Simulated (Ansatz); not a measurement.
# Stress against strain in ZrC

```xyz
2
Lattice="0.0000 2.3502 2.3502 2.3502 0.0000 2.3502 2.3502 2.3502 0.0000" Properties=species:S:1:pos:R:3 pbc="T T T"
Zr    2.3502    2.3502    2.3502
C     0.0000    0.0000    0.0000
```

Atom numbers follow the list: Zr1, C2.

Conventional cell: a = 4.700 Å, b = 4.700 Å, c = 4.700 Å, α = 90.00°, β = 90.00°, γ = 90.00°. Zr (atom 1) has 6 C at 2.35 Å as nearest neighbours. Around C (atom 2) lie 6 Zr at 2.35 Å.

The geometry is COD entry 1562921, unchecked; take it as a test cell.

Theory: DFT, PBEsol, all-electron LAPW, scalar-relativistic (Ansatz 0.2.0).

The runs use a Γ-centred 15×15×15 k mesh, Fermi–Dirac smearing of 0.05 eV, basis error target 0.5 meV/atom, no spin polarisation.

The strain is applied along the Cartesian axes of the cell as listed (the other components stay zero). Fractional coordinates are held (clamped ions).

σ is the change of stress from the unstrained cell, which is at -4.53 GPa; tension is positive, so slopes are stress–strain coefficients at that pressure. In a metal the k mesh adds noise.

Only quantities that a quadratic follows smoothly over the whole series are listed; rougher ones are left out.

```
εxx = εyy  σzz (GPa)  σxx (GPa)
  -0.0200      -4.16     -12.54
   0.0000       0.00       0.00
   0.0100       1.94       5.20
   0.0200       3.78       9.77
```

(1) Fit the series and read off the stiffness at zero strain.

(2) One run, at εxx = εyy = -0.0100, is withheld. Predict its row.

## Answers

(1) Least-squares fits y = p0 + p1 x + p2 x² to the rows give σzz (GPa): p1 = 199, p2 = -480; σxx (GPa): p1 = 558, p2 = -3400. So 2 C12 = 199 GPa and C11 + C12 = 558 GPa.

(2) The fits give -2.03, -5.93; the run gave -2.04, -5.89.
